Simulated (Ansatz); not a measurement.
**Two-dimensional strain map in TiC**

Method: DFT r2SCAN, scalar-relativistic, plane waves, PAW (Ansatz). Cutoff 500 eV, Γ-centred 18×18×18 k-points, Gaussian smearing of 0.15 eV. No spin polarisation. Energies are free energies at this smearing, counted from the undisturbed cell; pressure is positive in compression.

Reference structure (as given, not relaxed at this level; it stands at 0.0 GPa):

```yaml
crystal:
  lattice:
    - [0.00000, 2.16400, 2.16400]
    - [2.16400, 0.00000, 2.16400]
    - [2.16400, 2.16400, 0.00000]
  atoms:
    - { symbol: Ti, position: [0.00000, 0.00000, 0.00000] }
    - { symbol: C, position: [0.50000, 0.50000, 0.50000] }
```

The cell is strained by p along both x and y and by q along z, fractional coordinates fixed. Points are written (p, q).

Energy above the undisturbed cell in meV/atom (a dash: not computed):

| p \ q | -0.030 | -0.015 | 0.000 | 0.015 | 0.030 |
| --- | --- | --- | --- | --- | --- |
| -0.030 | 73.4 | 52.8 | ? | 37.5 | 40.3 |
| -0.015 | 34.2 | 17.5 | 9.8 | 9.7 | ? |
| 0.000 | ? | 4.0 | 0.0 | 3.6 | 13.5 |
| 0.015 | ? | 9.3 | 9.0 | 16.2 | 29.6 |
| 0.030 | 36.2 | 30.8 | 34.1 | 44.8 | 61.7 |

Question: Fill in the withheld energies.

Answer: (-0.030, 0.000): 41.3; (-0.015, 0.030): 16.1; (0.000, -0.030): 16.8; (0.015, -0.030): 18.4.